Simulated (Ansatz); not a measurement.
## KI (Fm-3m), bands, slopes and optics on a fine k mesh: input and output

Method: r²SCAN, PAW on Ansatz 0.2.0's default frozen-core files (fitted under PBE), scalar-relativistic.

The cell comes from a PAW relaxation under the same functional.

Launched as:

```sh
ansatz run input.yaml --threads 1 --pin off --max-ram 3072MiB --backend cpu --events-out ev --progress --plain --runs-dir out
```

Input:

```yaml
crystal:
  lattice:
    - [0.0, 3.54596224948, 3.54596224948]
    - [3.54596224948, 0.0, 3.54596224948]
    - [3.54596224948, 3.54596224948, 0.0]
  atoms:
    - { symbol: K, position: [0.0, 0.0, 0.0] }
    - { symbol: I, position: [0.5, 0.5, 0.5] }
kpoints:
  mp_grid: { grid: [6, 6, 6] }
scf:
  occupations: { method: fixed }
hamiltonian:
  xc: r2scan
  pseudopotentials: { kind: paw }
output:
  forces: true
  stress: true
  eigenvalues: true
  eigenstates:
    nscf_kmesh: { grid: [10, 10, 10] }
    de_dk: true
    e_range: [-9, 14.58222418574]
  optics:
    e_range: [0, 25]
    de: 0.2
    sigma: 0.25
    bands: { spectra_wanted_up_to: 25 }
    nscf_kmesh: { grid: [10, 10, 10] }
checkpoint:
  write: ck
  write_wavefunctions: false
```

Output:

```
Warning: RAYON_NUM_THREADS=1 ignored (pool sized by the plan → 1); use --threads N
Engine: ansatz 0.2.0, x86_64-unknown-linux-gnu
Pseudopotentials: kind: paw
Pseudopotential: K, paw, valence charge 9, recommended cutoff 500 eV (meta_gga), K.paw.azcp
Pseudopotential: I, paw, valence charge 17, recommended cutoff 500 eV (meta_gga), I.paw.azcp
Functional definition: r2SCAN
  parameter k0 = 0.174
  parameter k1 = 0.065
  parameter a1 = 4.9479
  exchange = r2scan_x(k0 = k0, k1 = k1, a1 = a1)
  correlation = r2scan_c
Crystal: 2 atoms, lattice volume = 89.173 Å³
Basis set: ecut = 500 eV, 2229 PW (Γ), exchange–correlation on 160×160×160 points (64 copies of the dense FFT grid, shifted against one another)
Bands: 17, of which v1, the nominal top of the filled ones, is band 13 counted from 1 (12 counted from 0)
Symmetry: 48 space group operations
Space group: Fm-3m (ITA 225), of the structure as read, at distance tolerance 4.5e-5 Å
k-points: 16 of 216
Non-local potential: K, projectors of the file, l = 0: 3, l = 1: 2, l = 2: 2
Non-local potential: I, projectors of the file, l = 0: 2, l = 1: 2, l = 2: 2, l = 3: 2
PAW form: soft (Blöchl's): semilocal exchange-correlation on the pseudo side does not see the compensation charge
PAW frozen core: K, regenerated for the run's functional (the file was generated under x = pbe(κ = 0.804, μ = 0.2195149727645171), c = pbe(β = 0.06672455060314922))
PAW frozen core: I, regenerated for the run's functional (the file was generated under x = pbe(κ = 0.804, μ = 0.2195149727645171), c = pbe(β = 0.06672455060314922))
PAW one-centre angular grid: K, 302 points (default); XC on 160 Gauss nodes
PAW one-centre angular grid: I, 590 points (default); XC on 160 Gauss nodes
Initial density: superposition of atomic densities (neutral atoms: chi_scale 0, normalization atom), corrected by the library's trained network
Initial wavefunctions: pseudopotential atomic-orbital guess
Functional: x = r2scan, c = r2scan; τ floored in thin density (d = 2e-4 eV/Å³)
SCF iter   1: F=—  HF=-9073.912549 eV  |F-HF|=—  |Δ(HF+E_count)|=         —  Δρ=2.48e-3  dr2=3.49e-3  dr2_τ=6.40e-4  ethr=1.77e-3  ⟨swp⟩=5.1  Hψ=1302  notcnv=0  defer=28
preconditioner: auto → none  [insulator: Δε(μ)=4.605 eV  Ē_g=14.540 eV  n_scr=14 (ndim 8)  ℏωp=14.7 eV  f_vac=0.143  ε∞_Penn≈2.0]
SCF iter   2: F=—  HF=-9073.921274 eV  |F-HF|=—  |Δ(HF+E_count)|=   8.73e-3  Δρ=9.82e-4  dr2=3.93e-4  dr2_τ=4.11e-5  ethr=1.34e-5  ⟨swp⟩=4.0  Hψ=658  notcnv=0  defer=32
SCF iter   3: F=—  HF=-9073.921422 eV  |F-HF|=—  |Δ(HF+E_count)|=   1.48e-4  Δρ=2.30e-4  dr2=2.34e-5  dr2_τ=4.15e-6  ethr=1.51e-6  ⟨swp⟩=2.0  Hψ=514  notcnv=0  defer=30
SCF iter   4: F=—  HF=-9073.921443 eV  |F-HF|=—  |Δ(HF+E_count)|=   2.13e-5  Δρ=9.68e-5  dr2=1.41e-5  dr2_τ=5.42e-7  ethr=9.02e-8  ⟨swp⟩=2.0  Hψ=512  notcnv=0  defer=30
SCF iter   5: F=—  HF=-9073.921439 eV  |F-HF|=—  |Δ(HF+E_count)|=   4.76e-6  Δρ=1.38e-5  dr2=2.74e-7  dr2_τ=9.55e-9  ethr=5.41e-8  ⟨swp⟩=2.0  Hψ=480  notcnv=0  defer=27
SCF iter   6: F=—  HF=-9073.921438 eV  |F-HF|=—  |Δ(HF+E_count)|=   8.40e-7  Δρ=3.03e-6  dr2=1.08e-8  dr2_τ=4.41e-10  ethr=1.05e-9  ⟨swp⟩=2.0  Hψ=480  notcnv=0  defer=24
SCF iter   7: F=—  HF=-9073.921438 eV  |F-HF|=—  |Δ(HF+E_count)|=   3.37e-9  Δρ=5.73e-7  dr2=6.33e-10  dr2_τ=1.93e-11  ethr=4.17e-11  ⟨swp⟩=2.0  Hψ=480  notcnv=0  defer=23
SCF iter   8: F=—  HF=-9073.921438 eV  |F-HF|=—  |Δ(HF+E_count)|=  2.06e-10  Δρ=1.67e-7  dr2=5.01e-11  dr2_τ=1.81e-13  ethr=2.43e-12  ⟨swp⟩=3.0  Hψ=532  notcnv=0  defer=23
SCF iter   9: F=-9073.921438 eV  HF=-9073.921438 eV  |F-HF|=0.00e0  |Δ(HF+E_count)|=  2.55e-11  Δρ=2.41e-8  dr2=9.19e-13  dr2_τ=5.41e-15  ethr=1.00e-12  ⟨swp⟩=9.0  Hψ=1718  notcnv=0
SCF 1 converged in 9 iterations: F = -9073.921438 eV  dr2 = 9.19e-13
  greatest PAW one-centre occupation: 0.998 electrons in one spin orbital (limit 2), on the I atom at site 1 (counted from 0), in its partial waves of l = 2
NSCF: frozen V_eff on 47 k-points
NSCF: frozen V_eff on 1 k-points
NSCF: frozen V_eff on 1 k-points
NSCF: frozen V_eff on 47 k-points
output.optics: what the bands over the 64 summed would add to eps1, eps2 and the energy-loss function is held between a lower and an upper bound (5 Lanczos steps). eps1, eps2 and their loss function (loss_summed_bands) are given ...
SCF converged after 9 iterations
Free energy (F): -9073.921438 eV
Harris-Foulkes:  -9073.921438 eV  (|F-HF|=0.00e0)
Internal energy: -9073.921438 eV  (E = F + TS)
E sigma→0 (E₀):  -9073.921438 eV
Fermi energy:    1.837940 eV
--- Per-component energies (eV) ---
  E_band       = -545.900617
  E_kinetic    = 442.624469
  E_local      = -2841.561954  (includes V_loc(G=0)·N_el)
  E_nonlocal   = -77.389764
  E_hartree    = 1345.792699
  E_xc         = -255.013010
  E_vxc        = -326.321612  (∫ρ·V_xc dr)
  E_paw        = -5627.510746  (= ΣΔE_a)
  E_vpaw       = -454.362388  (= ΣTr[D̂ρ^β])
  E_aug_tail   = -0.000036  (compensation charges beyond the density's cutoff)
  E_vtau       = 19.525215  (kinetic-family band-sum trace: ∫τ·v_τ [+ j·A + Jᵃ·Aᵃ] dr)
  E_ewald      = -2060.739965
  E_core_change = -0.123132  (= ΣΔE_core)
  E_smearing   = -0.000000  (= −TS)
  E_closure    = -0.000000  (closes the sum)
  Σ components = -9073.921438   (vs F -9073.921438, Δ=0.00e0)
--- Forces (eV/Å), atoms counted from 1 ---
  atom   1  K     -0.00000000     0.00000000     0.00000000
  atom   2  I      0.00000000    -0.00000000     0.00000000
  max |Σ_I F_I| component: 9.54e-29 eV/Å
--- Stress (GPa, compression-positive) ---
        0.002890       0.000000      -0.000000
        0.000000       0.002890       0.000000
       -0.000000       0.000000       0.002890
  P = ⅓ Tr σ = 0.0029 GPa (0.029 kbar)
--- Fermi surface from the table of eigenstates not read: on its mesh, or on one of the eight of every second point, the electrons fill whole bands (an insulator's do; a metal wants a denser output.eigenstates.nscf_kmesh) ---
```

Self-consistency was reached.

Head of eigenstates.tsv:

```
# spin	ik	k_frac_1	k_frac_2	k_frac_3	k_cart_x_inv_ang	k_cart_y_inv_ang	k_cart_z_inv_ang	n_plane_waves	band	set	set_size	e_ev	residual_ev	de_dk_x_ev_times_ang	de_dk_y_ev_t
# format = ansatz-eigenstates/6
# source = nscf_kmesh_points
# nscf_kmesh_grid = 10 10 10
# nscf_kmesh_shift = 0 0 0
# n_kpoints = 47
# n_rows = 329
# fermi_ev = 1.837940236345582e0
# fermi_mp_grid = 6 6 6
# fermi_mp_shift = 0 0 0
# fermi_n_kpoints = 16
# fermi_n_bands = 17
# fermi_largest_filled_residual_ev = 3.523692121296785e-9
# vbm_ev = 1.837940236345582e0
# cbm_ev = 6.420157196574993e0
# band_edge_residuals_ev = 2.7903175983230964e-9 1.299149929724781e-4
# n_electrons = 2.6e1
# occupation_method = fixed
# xc_rung = meta_gga
# e_minus_fermi_range_ev = -9e0 1.458222418574e1
# overlap = augmented
# smooth_dims = 40 40 40
# scf_smooth_dims = 40 40 40
# fft_grid_basis = 1 0 0 0 1 0 0 0 1
# xc_grid = 4
# n_bands_solved = 20
# n_bands_printed_max = 17
# set_resolution_ev = 5.291865277694228e-6
# degenerate_levels = group_imposed
```

Dielectric function:

Independent-particle optical response of a crystal from Kohn-Sham bands on the fine mesh, no local fields or excitons; Cartesian axes as in the input.

```json
{
 "Fine mesh": "10, 10, 10",
 "Line width": "0.25 eV"
}
```

```csv
photon energy (eV),dielectric real xx,dielectric imag xx
0.4,2.994,0
0.8,3.009,0
1.2,3.035,0
1.6,3.074,0
2,3.127,0
2.4,3.196,0
2.8,3.287,0
3.2,3.406,0
3.6,3.566,0
4,3.792,0
4.4,4.172,0.033
4.8,4.626,0.348
5.2,4.987,0.659
5.6,5.802,1.108
6,6.636,3.014
6.4,4.987,5.527
6.8,2.541,5.281
7.2,1.525,3.914
7.6,2.118,3.283
8,2.73,4.058
8.4,0.907,5.635
8.8,-0.645,3.7
9.2,-0.325,3.262
9.6,-0.894,2.95
10,-1.362,1.97
10.4,-0.911,0.91
10.8,-0.182,0.47
11.2,0.49,0.667
11.6,0.402,1.194
12,0.119,0.726
12.4,0.501,0.437
12.8,1.106,0.65
13.2,1.001,1.264
13.6,0.581,1.51
14,-0.048,1.214
14.4,0.056,0.604
14.8,0.236,0.507
15.2,0.35,0.302
15.6,0.601,0.26
16,0.713,0.353
16.4,0.71,0.371
16.8,0.73,0.311
17.2,0.833,0.247
17.6,0.956,0.244
18,1.094,0.315
18.4,1.135,0.434
18.8,1.132,0.501
19.2,1.13,0.527
19.6,1.204,0.592
20,1.189,0.681
20.4,1.158,0.805
20.8,1.139,0.728
21.2,1.372,1.06
21.6,0.826,1.5
22,0.263,0.947
22.4,0.663,0.477
22.8,1.394,0.82
23.2,0.545,1.909
23.6,-0.282,1.172
24,-0.207,0.444
24.4,0.201,0.176
24.8,0.522,0.308
```

**Optical constants**

Normal incidence from vacuum, light polarised along x.

```json
{
 "Fine mesh": "10, 10, 10",
 "Line width": "0.25 eV"
}
```

| photon energy (eV) | refractive index | extinction | reflectivity | loss function | absorption (×10⁵ cm⁻¹) |
| --- | --- | --- | --- | --- | --- |
| 0.4 | 1.73 | 0 | 0.0715 | 0 | 0 |
| 0.8 | 1.735 | 0 | 0.0722 | 0 | 0 |
| 1.2 | 1.742 | 0 | 0.0732 | 0 | 0 |
| 1.6 | 1.753 | 0 | 0.0749 | 0 | 0 |
| 2 | 1.768 | 0 | 0.077 | 0 | 0 |
| 2.4 | 1.788 | 0 | 0.0798 | 0 | 0 |
| 2.8 | 1.813 | 0 | 0.0835 | 0 | 0 |
| 3.2 | 1.846 | 0 | 0.0883 | 0 | 0 |
| 3.6 | 1.888 | 0 | 0.0946 | 0 | 0 |
| 4 | 1.947 | 0 | 0.1033 | 0 | 0 |
| 4.4 | 2.043 | 0.008 | 0.1174 | 0.0019 | 0.036 |
| 4.8 | 2.152 | 0.081 | 0.1342 | 0.0162 | 0.394 |
| 5.2 | 2.238 | 0.147 | 0.1479 | 0.026 | 0.776 |
| 5.6 | 2.42 | 0.229 | 0.176 | 0.0318 | 1.3 |
| 6 | 2.639 | 0.571 | 0.222 | 0.0567 | 3.473 |
| 6.4 | 2.493 | 1.108 | 0.2575 | 0.0997 | 7.19 |
| 6.8 | 2.05 | 1.288 | 0.252 | 0.1538 | 8.879 |
| 7.2 | 1.692 | 1.157 | 0.2116 | 0.2218 | 8.441 |
| 7.6 | 1.736 | 0.946 | 0.1714 | 0.2151 | 7.285 |
| 8 | 1.952 | 1.039 | 0.2028 | 0.1696 | 8.428 |
| 8.4 | 1.819 | 1.549 | 0.2968 | 0.173 | 13.19 |
| 8.8 | 1.247 | 1.483 | 0.3119 | 0.2623 | 13.23 |
| 9.2 | 1.215 | 1.342 | 0.2755 | 0.3035 | 12.52 |
| 9.6 | 1.046 | 1.41 | 0.3223 | 0.3105 | 13.72 |
| 10 | 0.719 | 1.371 | 0.4051 | 0.3434 | 13.89 |
| 10.4 | 0.434 | 1.048 | 0.4499 | 0.5488 | 11.05 |
| 10.8 | 0.401 | 0.586 | 0.304 | 1.849 | 6.412 |
| 11.2 | 0.812 | 0.411 | 0.0591 | 0.973 | 4.663 |
| 11.6 | 0.912 | 0.655 | 0.1069 | 0.7521 | 7.699 |
| 12 | 0.654 | 0.555 | 0.1408 | 1.342 | 6.754 |
| 12.4 | 0.764 | 0.286 | 0.0432 | 0.9883 | 3.597 |
| 12.8 | 1.093 | 0.297 | 0.0217 | 0.395 | 3.858 |
| 13.2 | 1.143 | 0.553 | 0.0666 | 0.4862 | 7.397 |
| 13.6 | 1.049 | 0.72 | 0.1105 | 0.5769 | 9.926 |
| 14 | 0.764 | 0.795 | 0.1837 | 0.8224 | 11.28 |
| 14.4 | 0.576 | 0.525 | 0.1652 | 1.642 | 7.658 |
| 14.8 | 0.63 | 0.402 | 0.1058 | 1.622 | 6.031 |
| 15.2 | 0.637 | 0.237 | 0.0686 | 1.413 | 3.651 |
| 15.6 | 0.792 | 0.164 | 0.0216 | 0.6059 | 2.591 |
| 16 | 0.868 | 0.203 | 0.0166 | 0.5584 | 3.298 |
| 16.4 | 0.869 | 0.214 | 0.0177 | 0.579 | 3.552 |
| 16.8 | 0.873 | 0.178 | 0.0136 | 0.4942 | 3.036 |
| 17.2 | 0.922 | 0.134 | 0.0065 | 0.3277 | 2.338 |
| 17.6 | 0.986 | 0.124 | 0.0039 | 0.2501 | 2.204 |
| 18 | 1.056 | 0.149 | 0.006 | 0.2428 | 2.717 |
| 18.4 | 1.084 | 0.2 | 0.0108 | 0.2941 | 3.736 |
| 18.8 | 1.089 | 0.23 | 0.0138 | 0.3268 | 4.382 |
| 19.2 | 1.09 | 0.242 | 0.015 | 0.3391 | 4.705 |
| 19.6 | 1.128 | 0.262 | 0.0186 | 0.329 | 5.215 |
| 20 | 1.131 | 0.301 | 0.0233 | 0.3627 | 6.103 |
| 20.4 | 1.133 | 0.355 | 0.0308 | 0.4047 | 7.341 |
| 20.8 | 1.116 | 0.326 | 0.0262 | 0.3985 | 6.881 |
| 21.2 | 1.246 | 0.425 | 0.0462 | 0.3526 | 9.139 |
| 21.6 | 1.127 | 0.666 | 0.0925 | 0.5115 | 14.57 |
| 22 | 0.789 | 0.6 | 0.1136 | 0.9801 | 13.38 |
| 22.4 | 0.86 | 0.277 | 0.0272 | 0.7146 | 6.296 |
| 22.8 | 1.227 | 0.334 | 0.0322 | 0.3135 | 7.723 |
| 23.2 | 1.125 | 0.849 | 0.1405 | 0.4843 | 19.95 |
| 23.6 | 0.68 | 0.862 | 0.2375 | 0.8065 | 20.63 |
| 24 | 0.376 | 0.59 | 0.3288 | 1.85 | 14.36 |
| 24.4 | 0.484 | 0.182 | 0.1338 | 2.46 | 4.495 |
| 24.8 | 0.751 | 0.205 | 0.0335 | 0.8393 | 5.157 |

### Optical peaks

Highest local maxima between 0.6 eV and the top less 1.5 eV.

```
Fine mesh                             : 10, 10, 10
Window top                            : 25 eV
Line width                            : 0.25 eV
Highest eps2 peak energy x            : 6.548 eV
Highest eps2 peak height x            : 5.64
Dielectric electronic (x, y, z)       : 2.989, 2.989, 2.989
Refractive index at 1 eV, x-polarised : 1.738
Refractive index at 2 eV, x-polarised : 1.768
```

Caveats: frozen-core PAW files fitted under PBE, their cores solved anew for the functional of the run; no spin-orbit coupling on heavy atoms; semilocal gaps are low, and what follows the gap (onsets, screening, light masses) shifts with it.

It took 110 s on 1 thread of Intel(R) Xeon(R) Platinum 8259CL CPU @ 2.50GHz (Skylake/Cascade Lake) (shared host), peak memory 1.1 GiB.
